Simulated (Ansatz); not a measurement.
H4IN:
```yaml
crystal:
  lattice:
    - [-2.59305, 3.48841, 2.39943]
    - [2.59305, -3.48841, 2.39943]
    - [2.59305, 3.48841, -2.39943]
  atoms:
    - { symbol: H, position: [0.86328, 0.02777, 0.16449] }
    - { symbol: H, position: [0.86328, 0.69879, 0.83551] }
    - { symbol: H, position: [0.23567, 0.11169, 0.12398] }
    - { symbol: H, position: [0.98771, 0.11169, 0.87602] }
    - { symbol: I, position: [0.50918, 0.00918, 0.50000] }
    - { symbol: N, position: [0.99188, 0.99188, 0.00000] }
```

Cartesian axes are those of the cell as given.

Give the high-frequency dielectric tensor and the Born effective charge tensors of the independent atoms from DFPT, LDA (plane waves, PAW; program Ansatz).


ε∞:
```
3.18  0.00  0.00
0.00  3.21  0.00
0.00  0.00  3.11
```
Z* of atom 1 (H), rows: field, columns: displacement, in e:
```
 0.93   0.00  -0.59
 0.00   0.22   0.00
-0.58   0.00   0.71
```
Z* of atom 3 (H), rows: field, columns: displacement, in e:
```
 0.31   0.00   0.00
 0.00   0.92   0.08
 0.00  -0.02   0.32
```
Z* of atom 5 (I), rows: field, columns: displacement, in e:
```
-1.17   0.00   0.00
 0.00  -1.15   0.00
 0.00   0.00  -1.08
```
Z* of atom 6 (N), rows: field, columns: displacement, in e:
```
-1.31   0.00   0.00
 0.00  -1.12   0.00
 0.00   0.00  -0.98
```

Space group Imm2. The first step of the workflow began from a Materials Project structure, measured or hypothetical; the Crystallography Open Database copy checked does not list it. Its standing as an ambient phase is unchecked. The LDA relaxation kept the symmetry of its start. At this level the phase is dynamically unstable (imaginary phonons). A crystal of weakly bound molecules computed without a dispersion correction: the cell and the soft elastic constants depend strongly on that. Scalar-relativistic: spin–orbit coupling is off unless named, which matters more the heavier the elements.

Potentials: the later of the program's two PAW sets.
